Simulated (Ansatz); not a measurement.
LiF:
```
CELL_PARAMETERS angstrom
      3.08134     0.00000     0.00000
     -1.54067     2.66852     0.00000
      0.00000     0.00000     4.78693
ATOMIC_POSITIONS crystal
  Li 0.33333 0.66667 0.38238
  Li 0.66667 0.33333 0.88238
  F  0.33333 0.66667 0.99261
  F  0.66667 0.33333 0.49261
```

Relaxed with r²SCAN.

Question: Map the valence electron density (e/Å³), cut off at 2 on the plane through (0.333, 0.667, 0.382) spanned by u = [0, 0, 1] and v = [1, -1, 0] in lattice vectors, from the program Ansatz at the r²SCAN level (PAW).

Answer: x is the fraction of u, y of v (the angle between them is 90°; rows are the nearest grid lines); atoms in the plane: Li at (0.00, 0.00), Li at (0.50, 0.33), F at (0.61, 0.00), F at (0.11, 0.33).
```
|9991000000149999997211999|
|9981000000149999996211899|
|9820000000127999993100289|
|0000000000001233210000000|
|0000000000000011100000000|
|0000000000000000000000000|
|0000000000000000000000000|
|0000000000000000000000000|
|0000000000000000000000000|
|0000000000000000000000000|
|0000000000000000000000000|
|0011100000000000000000000|
|1233210000000000000000001|
|3699742000011100000000013|
|7999993100289820000000127|
|9999997211999991000000149|
|9999996211899981000000149|
|7999993100289820000000127|
|3699742000011100000000013|
|1233211000000111100000001|
|0111100000001233211000000|
|9820000000127999993100289|
|9981000000149999996211899|
|9991000000149999997211999|
```
Scale: ten equal steps from 0.012 (start of '0') to 2.00 (end of '9'), in the order '0123456789'; x runs from 0.000 to 1.00, y from 0.000 (bottom) to 1.00 (top).

The density is the valence pseudo-density with augmentation charge, so density and ELF within about 1 Å of a nucleus are not all-electron values.

Space group P6_3mc (wurtzite). The workflow started from a Materials Project entry (that database holds measured and hypothetical structures alike); the Crystallography Open Database copy checked does not list it. It is not the phase usual at ambient conditions (space group No. 225). The cell was relaxed with r²SCAN under the symmetry of its start; phonons on a q-mesh show no instability.

Potentials: the later of the program's two PAW sets.
